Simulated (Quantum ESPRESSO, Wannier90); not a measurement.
## SiS2 (I-42d), plane waves to Wannier functions

Structure: Materials Project mp-7583, symmetrised, not relaxed again. COD (Crystallography Open Database) has the formula in 2 space groups, this one among them (matched by group alone). Computed values, not measurements, from PBEsol: Quantum ESPRESSO (norm-conserving PseudoDojo potentials, cutoff 42 Ry, no spin polarisation, no spin-orbit coupling) on a Γ-centred 8×8×8 mesh, then Wannier90. Density: 8×8×8 mesh, cold smearing 0.01 Ry.

On the energy scale of pw.x, whose zero is arbitrary, the valence-band maximum lies at 3.49 eV.

Input w.win:

```
num_bands = 16
num_wann = 16
exclude_bands = 17-37
num_iter = 1000
conv_tol = 1.0e-6
conv_window = 4
write_hr = true
write_u_matrices = true
auto_projections = true
begin unit_cell_cart
ang
    5.5592300000    0.0000000000    0.0000000000
    0.0000000000    5.5592300000    0.0000000000
   -2.7796150000   -2.7796150000    4.3369800000
end unit_cell_cart
begin atoms_frac
Si   0.2500000000 -0.2500000000  0.5000000000
Si   0.0000000000  0.0000000000  0.0000000000
S    0.1250000000  0.0920100000 -0.2500000000
S    0.3420100000 -0.1250000000  0.2500000000
S   -0.3750000000 -0.3420100000 -0.2500000000
S   -0.0920100000  0.3750000000  0.2500000000
end atoms_frac
mp_grid = 8 8 8
begin kpoints
0.0000000000 0.0000000000 0.0000000000
0.0000000000 0.0000000000 0.1250000000
0.0000000000 0.0000000000 0.2500000000
... (509 more lines: the 8x8x8 mesh through Gamma)
end kpoints
```

Input of pw2wannier90.x that gives the overlap and projection files (equivalent; here they were cut from one run over all bands):

```
&inputpp
  outdir = './out'
  prefix = 'pwscf'
  seedname = 'w'
  write_amn = .true.
  write_mmn = .true.
  scdm_proj = .true.
  scdm_entanglement = 'isolated'
/
```

Output w.wout (banner and timings cut):

```
                                    ------
                                    SYSTEM
                                    ------

                              Lattice Vectors (Ang)
                    a_1     5.559230   0.000000   0.000000
                    a_2     0.000000   5.559230   0.000000
                    a_3    -2.779615  -2.779615   4.336980

                   Unit Cell Volume:     134.03453  (Ang^3)

                        Reciprocal-Space Vectors (Ang^-1)
                    b_1     1.130226  -0.000000   0.724373
                    b_2    -0.000000   1.130226   0.724373
                    b_3     0.000000   0.000000   1.448747

 *----------------------------------------------------------------------------*
 |   Site       Fractional Coordinate          Cartesian Coordinate (Ang)     |
 +----------------------------------------------------------------------------+
 | si   1   0.25000  -0.25000   0.50000   |    0.00000  -2.77962   2.16849    |
 | si   2   0.00000   0.00000   0.00000   |    0.00000   0.00000   0.00000    |
 | s    1   0.12500   0.09201  -0.25000   |    1.38981   1.20641  -1.08424    |
 | s    2   0.34201  -0.12500   0.25000   |    1.20641  -1.38981   1.08424    |
 | s    3  -0.37500  -0.34201  -0.25000   |   -1.38981  -1.20641  -1.08424    |
 | s    4  -0.09201   0.37500   0.25000   |   -1.20641   1.38981   1.08424    |
 *----------------------------------------------------------------------------*
                                ------------
                                K-POINT GRID
                                ------------

             Grid size =  8 x  8 x  8      Total points =  512

 *---------------------------------- MAIN ------------------------------------*
 |  Number of Wannier Functions               :                16             |
 |  Number of Objective Wannier Functions     :                16             |
 |  Number of input Bloch states              :                16             |
 |  Output verbosity (1=low, 5=high)          :                 1             |
 |  Timing Level (1=low, 5=high)              :                 1             |
 |  Optimisation (0=memory, 3=speed)          :                 3             |
 |  Length Unit                               :               Ang             |
 |  Post-processing setup (write *.nnkp)      :                 F             |
 |  Using Gamma-only branch of algorithms     :                 F             |
 *----------------------------------------------------------------------------*
 *------------------------------- WANNIERISE ---------------------------------*
 |  Total number of iterations                :              1000             |
 |  Number of CG steps before reset           :                 5             |
 |  Trial step length for line search         :             2.000             |
 |  Convergence tolerence                     :         0.100E-05             |
 |  Convergence window                        :                 4             |
 |  Iterations between writing output         :                 1             |
 |  Iterations between backing up to disk     :               100             |
 |  Write r^2_nm to file                      :                 F             |
 |  Write xyz WF centres to file              :                 F             |
 |  Write on-site energies <0n|H|0n> to file  :                 F             |
 |  Use guiding centre to control phases      :                 F             |
 |  Use phases for initial projections        :                 F             |
 *----------------------------------------------------------------------------*
 *-------------------------------- PLOTTING ----------------------------------*
 |  Plotting Hamiltonian in WF basis          :                 T             |
 *----------------------------------------------------------------------------*

 *---------------------------------- K-MESH ----------------------------------*
 +----------------------------------------------------------------------------+
 |                    Distance to Nearest-Neighbour Shells                    |
 |                    ------------------------------------                    |
 |          Shell             Distance (Ang^-1)          Multiplicity         |
 |          -----             -----------------          ------------         |
 |             1                   0.167804                      8            |
 |             2                   0.181093                      2            |
 |             3                   0.199798                      4            |
 |             4                   0.269655                      8            |
 |             5                   0.282556                      4            |
 |             6                   0.306183                      8            |
 |             7                   0.328628                     16            |
 |             8                   0.335608                      8            |
       ... (lines left out)
 +----------------------------------------------------------------------------+
 | The b-vectors are chosen automatically                                     |
 | The following shells are used:                       1,  2                 |
 +----------------------------------------------------------------------------+
 |                        Shell   # Nearest-Neighbours                        |
 |                        -----   --------------------                        |
 |                          1               8                                 |
 |                          2               2                                 |
 +----------------------------------------------------------------------------+
 | Completeness relation is fully satisfied [Eq. (B1), PRB 56, 12847 (1997)]  |
 +----------------------------------------------------------------------------+
 |                  b_k Vectors (Ang^-1) and Weights (Ang^2)                  |
 |                  ----------------------------------------                  |
 |            No.         b_k(x)      b_k(y)      b_k(z)        w_b           |
 |            ---        --------------------------------     --------        |
 |             1         0.000000    0.141278    0.090547    12.525340        |
 |             2         0.141278    0.000000    0.090547    12.525340        |
 |             3         0.000000   -0.141278   -0.090547    12.525340        |
 |             4         0.000000   -0.141278    0.090547    12.525340        |
 |             5        -0.141278    0.000000   -0.090547    12.525340        |
 |             6        -0.141278    0.000000    0.090547    12.525340        |
 |             7         0.000000    0.141278   -0.090547    12.525340        |
 |             8         0.141278    0.000000   -0.090547    12.525340        |
 |             9         0.000000    0.000000    0.181093     2.720982        |
 |            10         0.000000    0.000000   -0.181093     2.720982        |
 +----------------------------------------------------------------------------+
 |                           b_k Directions (Ang^-1)                          |
 |                           -----------------------                          |
 |            No.           x           y           z                         |
 |            ---        --------------------------------                     |
 |             1         0.000000    0.141278    0.090547                     |
 |             2         0.141278    0.000000    0.090547                     |
 |             3         0.000000   -0.141278    0.090547                     |
 |             4        -0.141278    0.000000    0.090547                     |
 |             5         0.000000    0.000000    0.181093                     |
 +----------------------------------------------------------------------------+

 Starting a new Wannier90 calculation ...

 Reading overlaps from w.mmn

 Reading projections from w.amn

 *------------------------------- WANNIERISE ---------------------------------*
 +--------------------------------------------------------------------+<-- CONV
 | Iter  Delta Spread     RMS Gradient      Spread (Ang^2)            |<-- CONV
 +--------------------------------------------------------------------+<-- CONV

 ------------------------------------------------------------------------------
 Initial State
  WF centre and spread    1  (  0.930528,  0.702519, -0.606669 )     1.18337647
  WF centre and spread    2  (  1.955408,  0.727527, -1.454872 )     1.20051258
  WF centre and spread    3  ( -1.798443, -0.755480, -1.596295 )     1.25014760
  WF centre and spread    4  ( -0.804544, -0.718186, -0.762888 )     1.17809309
  WF centre and spread    5  ( -0.719946,  0.800972,  0.779108 )     1.19706284
  WF centre and spread    6  (  0.689972, -1.918156,  1.491922 )     1.21485157
  WF centre and spread    7  (  0.689463, -0.828191,  0.729413 )     1.20244278
  WF centre and spread    8  ( -0.745245,  1.839426,  1.578857 )     1.21497647
  WF centre and spread    9  (  1.417575, -1.250085,  1.289842 )     1.63198839
  WF centre and spread   10  (  1.465848,  1.463140, -0.979816 )     1.65430139
  WF centre and spread   11  ( -1.473324,  1.347343,  1.138716 )     1.65514327
  WF centre and spread   12  ( -1.357958, -1.480695, -1.123631 )     1.63043065
  WF centre and spread   13  (  1.180137, -1.563143,  0.829628 )     1.84203929
  WF centre and spread   14  ( -1.597254, -1.027738, -0.864844 )     1.88317370
  WF centre and spread   15  ( -1.046595,  1.572629,  0.848299 )     1.87791782
  WF centre and spread   16  (  1.212108,  1.089233, -1.297489 )     1.90430070
  Sum of centres and spreads ( -0.002270,  0.001115, -0.000717 )    23.72075860

      0     0.237E+02     0.0000000000       23.7207586033  <-- CONV
        O_D=      0.0094584 O_OD=      4.3255010 O_TOT=     23.7207586 <-- SPRD
 ------------------------------------------------------------------------------
      1    -0.481E+00     0.3307333651       23.2400136932  <-- CONV
        O_D=      0.0086512 O_OD=      3.8455633 O_TOT=     23.2400137 <-- SPRD
      2    -0.205E+00     0.3050313253       23.0350835058  <-- CONV
        O_D=      0.0066866 O_OD=      3.6425977 O_TOT=     23.0350835 <-- SPRD
      3    -0.844E-01     0.2523654112       22.9506734255  <-- CONV
        O_D=      0.0053300 O_OD=      3.5595442 O_TOT=     22.9506734 <-- SPRD
      4    -0.483E-01     0.2327300601       22.9023572202  <-- CONV
        O_D=      0.0048307 O_OD=      3.5117273 O_TOT=     22.9023572 <-- SPRD
      5    -0.343E-01     0.1748994934       22.8680612048  <-- CONV
        O_D=      0.0040028 O_OD=      3.4782592 O_TOT=     22.8680612 <-- SPRD
       ... (lines left out)
    100    -0.106E-02     0.0292953570       22.4792755384  <-- CONV
        O_D=      0.0033184 O_OD=      3.0901579 O_TOT=     22.4792755 <-- SPRD
       ... (lines left out)
    200    -0.468E-03     0.0177833540       22.4007626254  <-- CONV
        O_D=      0.0032237 O_OD=      3.0117397 O_TOT=     22.4007626 <-- SPRD
       ... (lines left out)
    300    -0.456E-03     0.0182370947       22.3559409377  <-- CONV
        O_D=      0.0032523 O_OD=      2.9668895 O_TOT=     22.3559409 <-- SPRD
       ... (lines left out)
    400    -0.147E-03     0.0108270240       22.3335178107  <-- CONV
        O_D=      0.0031245 O_OD=      2.9445941 O_TOT=     22.3335178 <-- SPRD
       ... (lines left out)
    500    -0.554E-04     0.0061466397       22.3230423891  <-- CONV
        O_D=      0.0031043 O_OD=      2.9341389 O_TOT=     22.3230424 <-- SPRD
       ... (lines left out)
    600    -0.472E-04     0.0058525943       22.3180957794  <-- CONV
        O_D=      0.0031064 O_OD=      2.9291902 O_TOT=     22.3180958 <-- SPRD
       ... (lines left out)
    700    -0.139E-04     0.0033680555       22.3158444746  <-- CONV
        O_D=      0.0030916 O_OD=      2.9269537 O_TOT=     22.3158445 <-- SPRD
       ... (lines left out)
    800    -0.595E-05     0.0020161682       22.3148494220  <-- CONV
        O_D=      0.0030898 O_OD=      2.9259605 O_TOT=     22.3148494 <-- SPRD
       ... (lines left out)
    900    -0.434E-05     0.0017367085       22.3143946388  <-- CONV
        O_D=      0.0030900 O_OD=      2.9255055 O_TOT=     22.3143946 <-- SPRD
       ... (lines left out)
    990    -0.935E-06     0.0008016909       22.3141958243  <-- CONV
        O_D=      0.0030885 O_OD=      2.9253081 O_TOT=     22.3141958 <-- SPRD
    991    -0.827E-06     0.0011747255       22.3141949972  <-- CONV
        O_D=      0.0030884 O_OD=      2.9253074 O_TOT=     22.3141950 <-- SPRD
    992    -0.978E-06     0.0008348006       22.3141940194  <-- CONV
        O_D=      0.0030884 O_OD=      2.9253064 O_TOT=     22.3141940 <-- SPRD
             <<<     Delta < 1.000E-06  over  4 iterations     >>>
             <<< Wannierisation convergence criteria satisfied >>>
 Final State
  WF centre and spread    1  (  0.888149,  0.662712, -0.702862 )     1.27407719
  WF centre and spread    2  (  1.893884,  0.662742, -1.462404 )     1.27394259
  WF centre and spread    3  ( -1.890855, -0.662709, -1.466435 )     1.27409186
  WF centre and spread    4  ( -0.885125, -0.662771, -0.706885 )     1.27389505
  WF centre and spread    5  ( -0.662761,  0.885293,  0.706667 )     1.27393128
  WF centre and spread    6  (  0.662711, -1.892114,  1.464766 )     1.27401890
  WF centre and spread    7  (  0.662732, -0.886380,  0.705211 )     1.27397349
  WF centre and spread    8  ( -0.662708,  1.891027,  1.466203 )     1.27409604
  WF centre and spread    9  (  1.336280, -1.162393,  1.395180 )     1.51318620
  WF centre and spread   10  (  1.616531,  1.339438, -0.774214 )     1.51079933
  WF centre and spread   11  ( -1.341556,  1.163558,  1.393651 )     1.50923874
  WF centre and spread   12  ( -1.163743, -1.342384, -1.393404 )     1.50860697
  WF centre and spread   13  (  1.330833, -1.618355,  0.771815 )     1.51728433
  WF centre and spread   14  ( -1.619561, -1.324689, -0.770240 )     1.52197095
  WF centre and spread   15  ( -1.325522,  1.619397,  0.770445 )     1.52134686
  WF centre and spread   16  (  1.160630,  1.327658, -1.397503 )     1.51973422
  Sum of centres and spreads ( -0.000082,  0.000030, -0.000007 )    22.31419402

         Spreads (Ang^2)       Omega I      =    19.385799196
        ================       Omega D      =     0.003088448
                               Omega OD     =     2.925306375
    Final Spread (Ang^2)       Omega Total  =    22.314194019
```
